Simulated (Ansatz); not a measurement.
# Li2Ga under pressure: fit and missing row

Li2Ga, Cmcm, a = 4.459 Å, b = 9.374 Å, c = 4.292 Å. The structure is a COD entry; whether it is the stable form wasn't checked. Ansatz: PBEsol, PAW, 420 eV, Γ-centred 10×10×8 mesh on 6 atoms, Gaussian smearing 0.10 eV; no spin polarisation. Cell and atoms are relaxed at each pressure, and no other structure is tried, so the rows at high pressure may lie past a change of phase.

```tsv
V (Å³/atom)	P (GPa)
?	60.00
10.098	30.02
11.565	15.01
12.677	8.03
13.887	2.99
14.951	0.00
16.686	-3.01
```

Task: Take V0 = 14.951 Å³/atom, fit the third-order Birch–Murnaghan form to the other rows, and predict the missing volume.

Result: With the Eulerian strain f = ½[(V0/V)^(2/3) − 1] and y = P/[3f(1 + 2f)^(5/2)], the form is the line y = B0 + 1.5 B0 (B0′ − 4) f. Rows (f, y): 0.14952, 34.8; 0.09336, 34.9; 0.05813, 35.0; 0.02522, 34.9; -0.03529, 34.1. Means f = 0.05819, y = 34.740; Σ(Δf)² = 0.01940, ΣΔfΔy = 0.06564; the slope is their ratio. y = 34.54 + 3.383 f GPa, so B0 = 34.5 GPa and B0′ = 4 + 2 × (3.383)/(3 × 34.54) = 4.07. P = 60.00 GPa is met at f = 0.22432 (y = 35.30), so V = V0 (1 + 2f)^(−3/2) = 8.575 Å³/atom. The run gave 8.526 Å³/atom, so the fit is 0.049 Å³/atom too high, 0.6 % of the span of the series, against an rms of 0.013 Å³/atom on the fitted rows. The row lies outside the fitted range. A fourth-order term fitted to the same rows gives P = 58.63 GPa at this row's volume (the line 61.34, the run 60.00), no gain.

The mesh isn't the same in all rows (10×10×8, 10×10×10).